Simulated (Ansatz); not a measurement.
Method: r2SCAN, no spin polarisation; PAW, plane waves to 500 eV, 12×8×7 Γ-centred mesh, fermi-dirac occupations (width 0.1 eV) (Ansatz 0.2.0), atoms fixed.

Computed maps in the lattice plane spanned by a (left to right, 2.85 Å, 9 points from zero) and c (bottom to top, 4.93 Å, 15 points from zero), 90° apart, at height 0.000 along b. The fields are smooth PAW ones with compensation charges, not the true ones near nuclei.

Valence density. Digits on a logarithmic scale: 0 up to 0.03 e/Å³, each further digit a factor of 1.6, 9 from 1.3 e/Å³ up:
```
999766799
998655689
877655677
666666666
666799766
568999986
669999996
669999996
568999986
556799765
555566555
666555566
887655678
998655689
999766799
```

Task: The cell is SbMo₃. Which atoms lie within 0.2 Å of this plane, and where (fractions of a and c)?

Result: Sb at (0.00, 0.98), Mo at (0.50, 0.50). The whole cell:
```
Sb Mo
1.0
     2.84595    0.00000    0.00000
     0.00000    4.56790    0.00000
     0.00000    0.00000    4.93310
Sb Mo
1 3
Direct
  0.00000 0.00000 0.97512
  0.50000 0.00000 0.50000
  0.00000 0.50000 0.64808
  0.50000 0.50000 0.16016
```

Origin: a known structure type with other elements, at an estimated volume, so it need not be a known compound. Caveats: atoms or cell far from equilibrium.
